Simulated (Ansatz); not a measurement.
Theory: DFT PBE, scalar-relativistic, plane waves, PAW in Ansatz. Settings: cutoff 420 eV, Γ-centred meshes spaced at most about 0.3 Å⁻¹, and about 0.25 Å⁻¹ or finer for metals (2π included), Gaussian smearing. No spin polarisation in the final relaxations.

These are static total energies at zero pressure.

Two forms of Be2ZnTe2O were relaxed alike.

A.

Space group P6/mmm (No. 191). a = 7.490 Å, b = 7.490 Å, c = 4.109 Å, α = 90.00°, β = 90.00°, γ = 120.00°
```csv
atom,site,symmetry,x,y,z
Be,2c,-6m2,0.3333,0.6667,0.0000
Zn,1b,6/mmm,0.0000,0.0000,0.5000
Te,2d,-6m2,0.3333,0.6667,0.5000
O,1a,6/mmm,0.0000,0.0000,0.0000
```

B.

Space group I4/mmm (No. 139). a = 4.736 Å, b = 4.736 Å, c = 11.069 Å, α = 90.00°, β = 90.00°, γ = 90.00°
```tsv
atom	site	symmetry	x	y	z
Be	4e	4mm	0.0000	0.0000	0.1295
Zn	2b	4/mmm	0.5000	0.5000	0.0000
Te	4d	-4m2	0.5000	0.0000	0.2500
O	2a	4/mmm	0.0000	0.0000	0.0000
```

Task: Which is lower in energy, and by how much?

Result: B is lower, by 0.88 eV/atom. A has space group P6/mmm (No. 191), 33.3 Å³/atom and a gap of 0.27 eV on its mesh; B has space group I4/mmm (No. 139), 20.7 Å³/atom and no gap. The shortest distance is 2.05 Å (Be–Te and Zn–O) in A and 1.43 Å (Be–O) in B. In A, Be is surrounded by 2 Te at 2.05 Å; Zn has 2 O at 2.05 Å; Te has 2 Be at 2.05 Å; O is surrounded by 2 Zn at 2.05 Å. In B, Be is surrounded by 1 O at 1.43 Å, 4 Te at 2.72 Å, 1 Be at 2.87 Å and 4 Zn at 3.64 Å; around Zn lie 4 O at 3.35 Å, 8 Te at 3.64 Å and 8 Be at 3.64 Å (long contacts); around Te lie 4 Be at 2.72 Å, 4 Te at 3.35 Å, 4 O at 3.64 Å and 4 Zn at 3.64 Å; O is surrounded by 2 Be at 1.43 Å and 4 Zn at 3.35 Å. Both come from invented guesses.

No dispersion correction is applied, so the spacing and binding between layers, chains or molecules are poorly described (P6/mmm), and this can change margins and order among such cells. Spin–orbit coupling, which can matter for Te, is left out. Kohn–Sham gaps at this level usually fall short of measured ones. The missing spin–orbit coupling can work the other way here. Cells relaxed within their symmetry can be saddle points.
